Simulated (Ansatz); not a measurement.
Screening note. An acoustic mirror alternates quarter-wave layers of high and low impedance; the larger the ratio, the fewer layers.

bcc Mo serves as the reference. Each row is paired with the reference. Frequency 3.5 GHz, 3 pairs, polycrystalline averages.

Where the numbers come from (Ansatz, a plane-wave PAW program): density: PBE, relaxed cell; longitudinal speed: PBE, elastic tensor, Hill average.

Runs started from generated or typed cells of the structure named: bcc Mo; MgS. Spin–orbit coupling is left out unless named.

```tsv
crystal	density (g/cm³)	v_l (km/s)
LiCl (rock salt)	2.06	5.34
KF (rock salt)	2.42	4.60
LiH (rock salt)	0.82	10.66
TiC (rock salt)	4.89	10.00
bcc Mo, reference	10.09	6.43
MgS (rock salt)	2.62	7.39
LiF (rock salt)	2.56	7.10
NaI (rock salt)	3.58	2.71
```

Working rules: Z = ρ v_l; layer = v_l/4f; ratio = larger Z over smaller Z; isolation ≈ 20 × 3 × log₁₀(ratio), up to a constant set by the substrate.

Task: Work out impedance, quarter wave, impedance ratio and isolation for LiH.

Result: 
Z = 0.82 × 10.66 = 8.74 MRayl; quarter wave: 10.66 km/s/(4 × 3.5 GHz) = 761 nm; impedance ratio: larger of 8.74/64.88 and its inverse = 7.423; isolation: 20 × 3 × log₁₀(7.423) = 52 dB.

Task: Rank all rows by impedance ratio, highest first.

Result: The same steps for every row:

```tsv
crystal	impedance (MRayl)	quarter wave (nm)	impedance ratio	isolation (dB)
LiCl (rock salt)	11.00	381	5.898	46
KF (rock salt)	11.13	329	5.829	46
LiH (rock salt)	8.74	761	7.423	52
TiC (rock salt)	48.90	714	1.327	7
bcc Mo, reference	64.88	459	1.000	0
MgS (rock salt)	19.36	528	3.351	32
LiF (rock salt)	18.18	507	3.569	33
NaI (rock salt)	9.70	194	6.689	50
```

In order of impedance ratio, highest first: LiH (7.423 ± 0.48), NaI (6.689 ± 0.43), LiCl (5.898 ± 0.38) ≈ KF (5.829 ± 0.37), LiF (3.569 ± 0.23) ≈ MgS (3.351 ± 0.21), TiC (1.327 ± 0.085). The ± follows from allowances picked for this note (density 4 %, longitudinal speed 5 %), carried to first order and added in quadrature, each row's own inputs moving alone; ≈ joins neighbours closer than their two ± added in quadrature.

Sputtered films are textured or amorphous and softer than these crystals; shear waves need a mirror of their own. Where several phases of a formula are at hand, those over 0.1 eV/atom above the lowest were not drawn (by r²SCAN where it compared them, else by the largest value; a layered or molecular lowest phase counts only with a dispersion term); other phases could lie lower still. Rows are a sample by related chemistry or structure, familiar materials first, kept where one row at least reaches a ratio of 2.5. Limits of the draw: impedance over 8 MRayl; for moduli and speeds, an anisotropy index under 2.5, no layered crystals; no unfamiliar magnets, and cubic perovskites only if shown or known to be stable. As a rule kept out of such tables: 4f compounds, open-shell compounds run without a Hubbard term, cells found unstable in the tests at hand, cells close to a higher symmetry, and runs set to a pressure or over 12 % in volume from the crystal's fullest run.
